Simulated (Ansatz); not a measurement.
Input:

ZnSe (zinc blende)

```yaml
crystal:
  lattice:
    - [0.00000, 5.73301, 5.73301]
    - [2.86650, 2.86650, 5.73301]
    - [2.86650, 2.86650, 0.00000]
  atoms:
    - { symbol: Se, position: [0.00000, 0.75000, 0.75000] }
    - { symbol: Se, position: [0.50000, 0.75000, 0.75000] }
    - { symbol: Zn, position: [0.00000, 0.00000, 0.00000] }
    - { symbol: Zn, position: [0.50000, 0.00000, 0.00000] }
```

The atoms are displaced by Q × the pattern below (from a DFPT mode at X = (0.5, 0.5, 0.0), largest move 1; Q in Å), at fixed cell. It is one choice among 2 degenerate patterns. (q is in reciprocal vectors of the primitive cell; the cell shown is doubled to hold the pattern.)

```
atom       x       y      z
----  ------  ------  -----
Se1    0.690   0.000  0.000
Se2   -0.690   0.000  0.000
Zn3    0.000   1.000  0.000
Zn4    0.000  -1.000  0.000
```

All values below come from PBE (plane waves to 420 eV, PAW, scalar-relativistic; Ansatz, a program for electronic structure). k mesh 10×10×10 (Γ-centred), Fermi-Dirac smearing 0.05 eV. Energies are smeared free energies. ZnSe was relaxed with its symmetry unable to fall. ΔE is measured from the undisplaced structure.

The scan covers Q from -0.100 to 0.100 Å in 13 points.

Question: Which space group does the distorted structure have?

Answer: C222_1 (No. 20), lowered from F-43m.

Question: What is the energy change at Q = 0.100 Å?

Answer: 17.7 meV/cell.

Question: What harmonic wavenumber does the curvature at Q = 0 give?

Answer: 68 cm⁻¹.

(A displaced cell: forces are minus the slopes of the energy, force constants its curvatures, and phonons follow from these.)
